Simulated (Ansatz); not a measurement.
ZnO:
```
CELL_PARAMETERS angstrom
      3.27935     0.00000     0.00000
     -1.63968     2.84000     0.00000
      0.00000     0.00000     5.29369
ATOMIC_POSITIONS crystal
  Zn 0.66667 0.33333 0.00213
  Zn 0.33333 0.66667 0.50213
  O  0.66667 0.33333 0.62307
  O  0.33333 0.66667 0.12307
```

Tensor components refer to the Cartesian frame of this cell.

Task: Give the high-frequency dielectric tensor and the Born effective charge tensors of the independent atoms from DFPT, the program Ansatz at the PBE level (PAW).

Result: 
ε∞:
```
5.21  0.00  0.00
0.00  5.21  0.00
0.00  0.00  5.28
```
Z* of atom 1 (Zn), rows: field, columns: displacement, in e:
```
2.13  0.00  0.00
0.00  2.13  0.00
0.00  0.00  2.19
```
Z* of atom 3 (O), rows: field, columns: displacement, in e:
```
-2.13   0.00   0.00
 0.00  -2.13   0.00
 0.00   0.00  -2.19
```

Static charges for comparison (Bader): Zn1 +1.21, O3 -1.21 e. Born charges measure polarisation by displacement and can exceed these by far.

Space group P6_3mc (wurtzite). The cell was relaxed with PBE under the symmetry of its start.

Potentials: the later of the program's two PAW sets.
